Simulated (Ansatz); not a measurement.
Relaxed PbTe (rock salt):

```yaml
crystal:
  lattice:
    - [0.00000, 6.53422, 6.53422]
    - [3.26711, 0.00000, 3.26711]
    - [3.26711, 3.26711, 0.00000]
  atoms:
    - { symbol: Te, position: [0.00000, 0.00000, 0.00000] }
    - { symbol: Te, position: [0.50000, 0.00000, 0.00000] }
    - { symbol: Pb, position: [0.25000, 0.50000, 0.50000] }
    - { symbol: Pb, position: [0.75000, 0.50000, 0.50000] }
```

In each cell atom 3 (Pb, nearest neighbour Te at 3.267 Å; its periodic images, 4.6 Å or more away, move with it) moves by s·(0.000, 1.000, 0.000) (towards the nearest neighbour), the rest being held.

Method: r2SCAN (plane waves to 500 eV, PAW, scalar-relativistic; Ansatz, a first-principles code). k mesh 7×7×7 (Γ-centred), Fermi-Dirac smearing 0.05 eV. Energies are smeared free energies. PbTe was relaxed with its symmetry unable to fall. Spin-orbit coupling is left out, though Pb and Te are heavy. The zero of ΔE is the undisplaced structure.

```csv
s (Å),ΔE (meV/cell)
-0.980,withheld
-0.784,1354
-0.588,556
-0.392,185
-0.196,37
0.000,0
0.196,37
0.392,185
0.588,556
0.784,1354
0.980,withheld
```

Fit an even polynomial form (powers 2, 4) to the given rows and predict ΔE at s = -0.980.

Least squares on the 9 given rows: ΔE = (855.1)·s² + (2192)·s⁴, in meV/cell with s in Å; root-mean-square residual 1.3 meV/cell. At -0.980 the fit gives 2843 meV/cell; the calculation gives 2958 meV/cell, so the extrapolation is off by -115 (-3.9 %). The quadratic term alone would give 821 meV/cell.

(A displaced cell: forces are minus the slopes of the energy, force constants its curvatures, and phonons follow from these.)
